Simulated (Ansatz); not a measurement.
Consider the following.

HfO₂:
```cif
data_Hf2O4
_chemical_formula_sum 'Hf2 O4'
_space_group_name_H-M_alt 'P 1'
_space_group_IT_number 1
_cell_length_a 3.60432
_cell_length_b 3.60432
_cell_length_c 5.26455
_cell_angle_alpha 90.000
_cell_angle_beta 90.000
_cell_angle_gamma 90.000
loop_
_space_group_symop_operation_xyz
  'x, y, z'
loop_
_atom_site_label
_atom_site_type_symbol
_atom_site_fract_x
_atom_site_fract_y
_atom_site_fract_z
_atom_site_occupancy
Hf1 Hf 0.00000 0.00000 0.00000 1
Hf2 Hf 0.50000 0.50000 0.50000 1
O1 O 0.00000 0.50000 0.19327 1
O2 O 0.00000 0.50000 0.69327 1
O3 O 0.50000 0.00000 0.30673 1
O4 O 0.50000 0.00000 0.80673 1
```

This is the PBE-relaxed structure.

All from DFT-PBE in the program Ansatz with PAW potentials, unless another level is named. Predict the bulk modulus (Birch–Murnaghan fit).

165 GPa.

Give the highest zone-centre frequency (without LO–TO term).

648 cm^-1.

Space group P4_2/nmc. This is a known high-temperature phase of the composition, computed here at zero pressure and temperature. The PBE relaxation kept the symmetry of its start; phonons on a q-mesh show weakly imaginary modes. The run is not spin-polarised. Spin–orbit coupling is left out wherever it is not named.

Potentials: the later of the program's two PAW sets.
